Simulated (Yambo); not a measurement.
Yambo run on K3Cu3P2 (space group R-3m, No. 166). The wavefunctions are norm-conserving PBEsol (Quantum ESPRESSO, 92 Ry, no spin-orbit coupling) ones on a 2×2×2 mesh (47 occupied bands); a = 7.420 Å, b = 7.420 Å, c = 7.420 Å, α = 44.83°, β = 44.83°, γ = 44.83°.

Yambo input:

```
rim_cut
gw0
dyson
el_el_corr
HF_and_locXC
ppa
em1d
RandQpts= 1000000
RandGvec= 1 Ry
EXXRLvcs= 92 Ry
VXCRLvcs= 368 Ry
Chimod= "HARTREE"
% BndsRnXp
 13 | 280 |
%
NGsBlkXp= 7 Ry
% LongDrXp
 1.0 | 1.0 | 1.0 |
%
PPAPntXp= 15 eV
% GbndRnge
 1 | 280 |
%
GTermKind= "BG"
DysSolver= "n"
ExtendOut
% QPkrange
 3 | 3 | 47 | 48 |
 4 | 4 | 47 | 47 |
%
```

k points by index: 3 = F, 4 = Z.

Table of the .qp output:

```
#    K-point    Band    Eo [eV]    E [eV]    E-Eo [eV]    Vxc [eV]    Vnlxc [eV]    Sc|Eo [eV]    Sc|E [eV]    dSc/dw|Eo [eV]    Re(Z)    Im(Z)
#
    3    47    -0.081960    -0.477226    -0.395267    -18.35936    -21.99546    3.093404    3.240837    -10.14474    0.728425    -0.002205
    3    48    1.192160    1.438445    0.246285    -10.56992    -7.294852    -2.958223    -3.028787    -7.791811    0.777392    -0.001938
    4    47    0.000000    -0.357654    -0.357654    -23.92993    -28.89434    4.462025    4.606760    -11.00460    0.712035    -0.002281
```
(The two width columns are left out.) Convergence of these settings isn't established.

Geometry of the Materials Project entry, not relaxed at this level.
